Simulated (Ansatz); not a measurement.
A geometry of CsSnI3 away from equilibrium: step 2 of the relaxation of a generated cell, CsSnI3 built in the AFLOW prototype AB3C_hR10_148_c_f_c (as in TiFeO3). These are PBE (plane waves to 420 eV, PAW, scalar-relativistic; Ansatz, a first-principles code) values and carry that method's errors. Γ-centred k-mesh 4×4×4 on the run's cell (coarser than for final values), Fermi–Dirac smearing 0.05 eV. The plane waves were selected for a different cell earlier on the path.

```
CELL_PARAMETERS angstrom
      4.26269     2.46106     7.81503
     -4.26269     2.46106     7.81503
      0.00000    -4.92213     7.81503
ATOMIC_POSITIONS crystal
  Sn 0.35434 0.35434 0.35434
  Sn 0.64566 0.64566 0.64566
  I  0.24626 0.55617 0.95088
  I  0.95088 0.24626 0.55617
  I  0.55617 0.95088 0.24626
  I  0.75374 0.44383 0.04912
  I  0.04912 0.75374 0.44383
  I  0.44383 0.04912 0.75374
  Cs 0.14887 0.14887 0.14887
  Cs 0.85113 0.85113 0.85113
```

Q: Give the Cartesian forces on all atoms (eV/Å).

A: 
```json
[
 {"atom": "Sn1", "Fx": "0.00", "Fy": "0.00", "Fz": "-0.25"},
 {"atom": "Sn2", "Fx": "0.00", "Fy": "0.00", "Fz": "0.25"},
 {"atom": "I3", "Fx": "0.86", "Fy": "0.41", "Fz": "1.07"},
 {"atom": "I4", "Fx": "-0.79", "Fy": "0.55", "Fz": "1.07"},
 {"atom": "I5", "Fx": "-0.08", "Fy": "-0.95", "Fz": "1.07"},
 {"atom": "I6", "Fx": "-0.86", "Fy": "-0.41", "Fz": "-1.07"},
 {"atom": "I7", "Fx": "0.79", "Fy": "-0.55", "Fz": "-1.07"},
 {"atom": "I8", "Fx": "0.08", "Fy": "0.95", "Fz": "-1.07"},
 {"atom": "Cs9", "Fx": "0.00", "Fy": "0.00", "Fz": "0.21"},
 {"atom": "Cs10", "Fx": "0.00", "Fy": "0.00", "Fz": "-0.21"}
]
```

The path ends in R-3 (No. 148) (AFLOW prototype AB3C_hR10_148_c_f_c (as in TiFeO3)). No spin polarisation in the result.

The run could not lose the symmetry of its start, so the end can be a saddle point.

The end of the path is a generated cell of CsSnI3: the first start was made by placing the elements on the sites of a structure type, and the end was not matched to a known phase here, so it may be hypothetical. Known forms of CsSnI3 include space group No. 62, 221.
